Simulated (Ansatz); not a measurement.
The cell below belongs to a search over invented structures; it isn't taken from experiment.

Input and command of a plane-wave DFT calculation in Ansatz:

```yaml
crystal:
  lattice:
    - [6.130924314, 0.0, 0.0]
    - [0.0, 3.4275870463, 0.0]
    - [-2.5393211595, 0.0, 5.9453699897]
  atoms:
    - { symbol: Cs, position: [0.3690344372, 0.5, 0.2825151141] }
    - { symbol: Zn, position: [0.044998, 0.0, 0.6411820327] }
    - { symbol: Sb, position: [0.6522510261, 0.0, 0.896377053] }
    - { symbol: O, position: [0.1945999705, 0.5, 0.6545062103] }
    - { symbol: O, position: [0.8481959443, 0.5, 0.036321727] }
    - { symbol: O, position: [0.715595982, 0.0, 0.6243997431] }
basis:
  ecutwfc: 420
kpoints:
  mp_grid: { grid: [4, 6, 4] }
hamiltonian:
  xc: pbe
scf:
  occupations: { method: gaussian, width: 0.1 }
  lower_state_search: "off"
output:
  forces: true
  stress: true
  eigenvalues: true
relax:
  adjacent_minimum: "off"
  f_tol: 0.04
  max_steps: 70
  cell: { stress_tol: 0.4 }
```

```bash
ansatz run input.yaml --threads 1 --pin off --max-ram 2560MiB --backend cpu --events-out ev --progress --plain --runs-dir out
```

Processor: Arm Neoverse V2, 1 thread, on a host shared with other jobs.

Task: How long does it run, and how much memory does it take?

Result: About 2.7 min, peak memory 0.46 GiB. It solves 33 bands at 40 k points (after reduction by symmetry) with about 2519 plane waves (on the last cell), in 76 SCF iterations over 10 ionic steps.
